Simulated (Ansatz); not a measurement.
The start is a generated trial cell of Cu in the AFLOW prototype A_oC4_63_c (A20). The structure is fully relaxed (lattice and positions, P = 0) with r2SCAN (plane waves to 500 eV, PAW, scalar-relativistic; Ansatz, a quantum-chemistry and plane-wave program). First-step values are on the input's coarse k-mesh.

Ansatz input (later rounds restart from its end on a renewed k-mesh):
Ansatz 0.2 input:
```yaml
crystal:
  lattice:
    - [1.1802014, -2.4351301, 0]
    - [1.1802014, 2.4351301, 0]
    - [0, 0, 4.0924493]
  atoms:
    - { symbol: Cu, position: [0.89772, 0.10228, 0.25] }
    - { symbol: Cu, position: [0.10228, 0.89772, 0.75] }
basis: { ecutwfc: 500, ecutrho_ratio: 4, xc_grid: 4, fft_grid_basis: typed }
kpoints: { mp_grid: { grid: [15, 15, 8] } }
hamiltonian:
  xc: r2scan
  dispersion: none
  pseudopotentials: { kind: paw }
scf: { occupations: { method: fermi_dirac, width: 0.05 } }
relax: { f_tol: 0.01, max_steps: 100, cell: { stress_tol: 0.02 } }
output: { forces: true, stress: true }
```

- Initial pressure = +3.0 GPa (positive: the cell is compressed)
- Largest initial force = 1.15 eV/Å, on Cu1, Cu2 (atoms numbered as listed)
- Outcome = The space group goes from Cmcm (No. 63) to P6₃/mmc (No. 194); the end is hcp (Mg type), with 2 atoms in the primitive cell
- Energy released = 0.20 eV/atom
- Volume change = -2.7 %, from 11.76 to 11.45 Å³/atom
- Shortest distances (start → end) = The closest pairs of elements (up to four, under 3.6 Å), start → end: Cu–Cu 2.28 → 2.52 Å
- Band gap at the end = no gap (metallic)
- Optimiser moves = 9

Final structure:

```cif
data_Cu2
_chemical_formula_sum 'Cu2'
_space_group_name_H-M_alt 'P63/mmc'
_space_group_IT_number 194
_space_group_name_Hall '-P 6c 2c'
_cell_length_a 2.52064
_cell_length_b 2.52064
_cell_length_c 4.16093
_cell_angle_alpha 90.000
_cell_angle_beta 90.000
_cell_angle_gamma 120.000
loop_
_atom_site_label
_atom_site_type_symbol
_atom_site_symmetry_multiplicity
_atom_site_Wyckoff_symbol
_atom_site_fract_x
_atom_site_fract_y
_atom_site_fract_z
_atom_site_occupancy
Cu1 Cu 2 c 0.33333 0.66667 0.25000 1
```

Final values are on a 21×21×11 k-mesh of the relaxed cell. No spin polarisation in the result.

The run could not lose the symmetry of its start, so the end can be a saddle point.

The relaxed structure here is a generated cell of Cu: the first start was made by placing the elements on the sites of a structure type, and the end was not matched to a known phase here, so it may be hypothetical. Known forms of Cu include space group No. 225.
